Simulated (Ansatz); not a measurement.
LaF:
Space group P6₃/mmc (No. 194); a = b = 4.2899 Å, c = 5.2937 Å, α = β = 90.00°, γ = 120.00°

```
atom  site  symmetry       x       y       z
----  ----  --------  ------  ------  ------
La      2c      -6m2  0.3333  0.6667  0.2500
F       2d      -6m2  0.6667  0.3333  0.2500
```

Relaxed at zero pressure with plane-wave PAW PBEsol (Ansatz code).

Question: The volume is lowered by 6 % and shape and atoms relax at that volume. What pressure results, and how do the axes share the change?

Answer: 5.0 GPa; a -1.7 %, b -1.7 %, c -2.8 %; the energy rises by 19 meV/atom.

Question: Give the new structure.

Answer: 
Space group P6₃/mmc (No. 194); a = 4.2179 Å, b = 4.2179 Å, c = 5.1475 Å, α = 90.00°, β = 90.00°, γ = 120.00°

```json
[
 {"atom": "La", "site": "2c", "symmetry": "-6m2", "x": "0.3333", "y": "0.6667", "z": "0.2500"},
 {"atom": "F", "site": "2d", "symmetry": "-6m2", "x": "0.6667", "y": "0.3333", "z": "0.2500"}
]
```

The phase is kept; no other phase was compared at this pressure.

Space group P6_3/mmc. The first step of the workflow began from a Materials Project structure, measured or hypothetical; the Crystallography Open Database copy checked does not list it. Whether it is the stable phase at ambient conditions was not checked. The cell was relaxed with PBEsol under the symmetry of its start; whether a distortion lowers the energy is not shown. Scalar-relativistic: spin–orbit coupling is off unless named, which matters more the heavier the elements.

Potentials: the later of the program's two PAW sets.
